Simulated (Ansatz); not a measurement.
WC in space group P-6m2 (No. 187; W on 1a, C on 1f) at seven volumes, the program Ansatz at the PBEsol level (PAW), shape and atoms relaxed at each. One row is withheld.

```tsv
V (Å³/atom)	P (GPa)
9.359	46.71
9.668	?
9.976	13.17
10.285	-0.02
10.593	-11.27
10.902	-20.88
11.210	-29.08
```

**Question.** Fit the shown pressures and predict the withheld one.

**Answer.** P = (3/2)B₀(x^(7/2) − x^(5/2))[1 + (3/4)(B′ − 4)(x − 1)] with x = (V₀/V)^(2/3). Least squares on the six rows gives V₀ = 10.284 Å³/atom, B₀ = 405 GPa, B′ = 4.25. At V = 9.668, x = 1.0420 and P = 28.53 GPa. The run itself gave 28.62 GPa.

Symmetry was held in the PBEsol relaxation. The run is not spin-polarised. Spin–orbit coupling is left out wherever it is not named.

Potentials: the later of the program's two PAW sets.
